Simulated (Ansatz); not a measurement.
Task: Monolayer MoS$_{2}$ (1H, P-6m2 in the vacuum cell, 3 atoms) is relaxed with r²SCAN+D4 (plane waves, PAW; program Ansatz). What in-plane lattice and thickness result?

Result: a = 3.174 Å; 3.11 Å between the outermost nuclei.

Band gap: 1.74 eV (indirect). Valence-band maximum: at Γ. Ionisation potential (Kohn–Sham): 6.12 eV. Electron affinity (Kohn–Sham): 4.38 eV. Electron effective mass, in the valley at K: 0.43 mₑ. Hole effective mass, in the valley at Γ: 2.8 mₑ. Hole effective mass with spin–orbit coupling, in the valley at K: 0.50 mₑ. Gap with spin–orbit coupling: 1.72 eV. HSE06 gap on the r²SCAN+D4 cell: 2.15 eV.

A layer that has been made, often on a substrate. The cell was relaxed with r²SCAN+D4 under the symmetry of its start; whether a distortion lowers the energy is not shown. No spin polarisation was allowed. Spin–orbit coupling is left out wherever it is not named.

Potentials: the later of the program's two PAW sets.
